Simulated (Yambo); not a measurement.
CdTe (zinc blende, space group F-43m, No. 216); a = b = c = 4.5885 Å, α = β = γ = 60.00°. With the G0W0 scissor the direct gap on the mesh is 1.59 eV.

Task: Does this run resolve the lowest exciton, and if so, what are its energy and binding? (Yambo, PBE bands; 8×8×8 mesh, 3 valence and 5 conduction bands, static screening with 44 bands and a 4 Ry block, scissor 0.84 eV, Tamm-Dancoff.)

Result: No. The lowest state covers only about 1 of the 512 k points, so the mesh doesn't resolve it: its energy and its distance from the direct gap are mesh artefacts. An extended exciton needs a far denser mesh. The scissor comes from a G0W0 run whose convergence isn't established. Spin-orbit coupling is left out, which matters for elements this heavy: edges can move by tenths of an eV.

Bands and orbitals come from the standard potentials; the scissor and the G0W0 gaps come from a run at the same geometry on the stringent ones, which hold whole semicore shells in the valence.

Geometry relaxed with PBEsol.
